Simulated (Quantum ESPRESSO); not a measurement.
**Band energies of RbOH**

```xyz
6
Lattice="2.0589 -5.3940 0.0000 2.0589 5.3940 0.0000 0.0000 0.0000 4.2027" Properties=species:S:1:pos:R:3 pbc="T T T"
H      2.0589    -5.0461     1.6676
H      2.0589     5.0461     3.7689
O      2.0589    -4.3345     0.9983
O      2.0589     4.3345     3.0997
Rb     2.0589    -1.4910     1.0972
Rb     2.0589     1.4910     3.1985
```

PBEsol (Quantum ESPRESSO, PseudoDojo norm-conserving, 84 Ry, scalar-relativistic); path ΓXSRAZΓYX1A1TY,ZT; energies in eV from the valence-band maximum.

```csv
k (1/Å),point,band 12,band 13,band 14,band 15,band 16,band 17,band 18,band 19
0.00,Γ,-3.59,-0.44,-0.42,-0.22,0.00,3.58,5.29,6.89
0.22,,-3.63,-0.63,-0.45,-0.25,-0.11,4.02,5.60,7.03
0.66,,-3.82,-1.11,-0.67,-0.46,-0.44,6.05,6.58,7.12
0.87,X,-3.86,-1.02,-0.65,-0.51,-0.48,6.19,6.42,7.03
0.87,S,-3.82,-1.11,-0.67,-0.50,-0.47,6.21,6.55,7.20
1.25,,-3.86,-0.80,-0.45,-0.42,-0.35,6.10,6.43,7.11
1.62,R,-3.90,-0.41,-0.41,-0.24,-0.24,6.01,6.01,7.16
1.62,A,-3.94,-0.43,-0.43,-0.24,-0.24,5.78,5.78,7.93
1.80,,-3.89,-0.38,-0.38,-0.26,-0.26,5.83,5.83,7.74
1.97,,-3.89,-0.40,-0.40,-0.33,-0.33,6.01,6.01,7.32
2.32,,-4.00,-0.54,-0.54,-0.47,-0.47,6.22,6.22,6.76
2.50,Z,-4.03,-0.56,-0.56,-0.49,-0.49,6.12,6.12,6.82
2.68,,-3.88,-0.59,-0.53,-0.43,-0.42,5.64,5.87,6.96
3.06,,-3.62,-0.47,-0.40,-0.31,-0.07,3.90,5.43,6.65
3.24,Γ,-3.59,-0.44,-0.42,-0.22,0.00,3.58,5.29,6.89
3.44,,-3.64,-0.49,-0.41,-0.24,0.00,3.92,5.33,6.69
3.83,Y,-3.84,-0.61,-0.31,-0.30,-0.02,5.18,5.46,5.89
3.99,,-3.85,-0.61,-0.39,-0.32,-0.09,5.32,5.60,5.98
4.31,,-3.87,-0.83,-0.59,-0.47,-0.44,5.92,6.23,6.78
4.48,X1,-3.86,-1.02,-0.65,-0.51,-0.48,6.19,6.42,7.03
4.63,,-3.88,-0.97,-0.60,-0.51,-0.45,6.26,6.32,6.99
4.93,,-3.92,-0.65,-0.49,-0.32,-0.30,5.85,6.17,7.32
5.22,A1,-3.94,-0.43,-0.43,-0.24,-0.24,5.78,5.78,7.93
5.55,,-4.12,-0.56,-0.56,-0.35,-0.35,6.01,6.01,7.78
5.71,,-4.21,-0.59,-0.59,-0.44,-0.44,6.14,6.14,7.61
5.88,T,-4.24,-0.59,-0.59,-0.48,-0.48,6.18,6.18,7.51
6.00,,-4.15,-0.61,-0.57,-0.49,-0.43,6.14,6.23,7.22
6.25,,-3.95,-0.54,-0.51,-0.41,-0.24,5.90,5.95,6.50
6.50,,-3.85,-0.60,-0.33,-0.33,-0.05,5.29,5.52,5.99
6.62,Y,-3.84,-0.61,-0.31,-0.30,-0.02,5.18,5.46,5.89
6.62,Z,-4.03,-0.56,-0.56,-0.49,-0.49,6.12,6.12,6.82
6.92,,-4.13,-0.55,-0.55,-0.52,-0.52,6.11,6.11,7.26
7.21,T,-4.24,-0.59,-0.59,-0.48,-0.48,6.18,6.18,7.51
```

The PBEsol gap is direct, 3.58 eV at Γ. Another valence extremum on the path lies within 0.02 eV, too close to call.

Geometry of the Materials Project entry, not relaxed at this level.

The structure is a Materials Project entry; no match was found in the copy of COD used, and its stability was not checked.

Letters of k points follow the standard setting of the lattice, whose axes may be ordered differently from the printed cell.
